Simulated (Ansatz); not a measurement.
BaO:
```cif
data_BaO
_chemical_formula_sum 'Ba1 O1'
_space_group_name_H-M_alt 'P 1'
_space_group_IT_number 1
_cell_length_a 3.88211
_cell_length_b 3.88211
_cell_length_c 3.88211
_cell_angle_alpha 60.000
_cell_angle_beta 60.000
_cell_angle_gamma 60.000
loop_
_space_group_symop_operation_xyz
  'x, y, z'
loop_
_atom_site_label
_atom_site_type_symbol
_atom_site_fract_x
_atom_site_fract_y
_atom_site_fract_z
_atom_site_occupancy
Ba1 Ba 0.00000 0.00000 0.00000 1
O1 O 0.50000 0.50000 0.50000 1
```

Relaxed with PBEsol. DFT-PBEsol in the program Ansatz with PAW potentials gives a gap of 1.84 eV.

What gap does HSE06 give on the same cell (Ansatz, PAW)?

3.22 eV, 1.38 eV more. The hybrid was solved on a coarser mesh and at special points; the gap given is the minimum over both.

```csv
k,v1 PBEsol,c1 PBEsol,v1 HSE06,c1 HSE06
Γ,-0.54,3.53,?,?
X,0.00,1.84,0.00,3.22
L,-1.63,4.92,?,?
W,-0.24,4.43,?,?
K,-0.16,3.27,?,?
```

Top valence (v1) and lowest conduction level (c1) in eV from each method's valence maximum (which need not be a listed point): supply the withheld HSE06 values.


- K, v1 HSE06: -0.17
- K, c1 HSE06: 4.70
- Γ, v1 HSE06: -0.59
- Γ, c1 HSE06: 5.05
- L, v1 HSE06: -1.73
- L, c1 HSE06: 6.42
- W, v1 HSE06: -0.25
- W, c1 HSE06: 5.94

Cost on shared cores: the PBEsol run (SCF on a 9×9×9 mesh, then bands and DOS) around 7 core-seconds (rough), the HSE06 run (SCF on 7×7×7, then a few points) roughly 2.2 core-minutes; the tasks are unlike.

Space group Fm-3m (rock salt). The cell was relaxed with PBEsol under the symmetry of its start. Scalar-relativistic: spin–orbit coupling is off unless named, which matters more the heavier the elements.

Potentials: the earlier of the program's two PAW sets. The files were generated under PBE; for other functionals the program regenerates the frozen cores, and for LDA and PBEsol the local potential too.
